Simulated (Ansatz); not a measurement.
### Question
TaAs in space group I4_1md (No. 109; Ta on 4a, As on 4a) is relaxed with the program Ansatz at the PBE level (PAW). What lattice parameters of the conventional cell result?

### Answer
a = 3.463 Å, c = 11.737 Å.

### Question
Give the free coordinates with the occupied sites.

### Answer
In one choice of origin and axes:

```csv
atom,site,symmetry,x,y,z
Ta,4a,2mm.,0.0000,0.0000,0.7502
As,4a,2mm.,0.0000,0.0000,0.3324
```

### Question
Is it a metal or does it have a gap at this level?

### Answer
No gap at this level.

The cell was relaxed with PBE under the symmetry of its start. The run is not spin-polarised. A small band overlap can be real or an error of a semilocal functional. Spin–orbit coupling is left out wherever it is not named.

Potentials: the earlier of the program's two PAW sets.
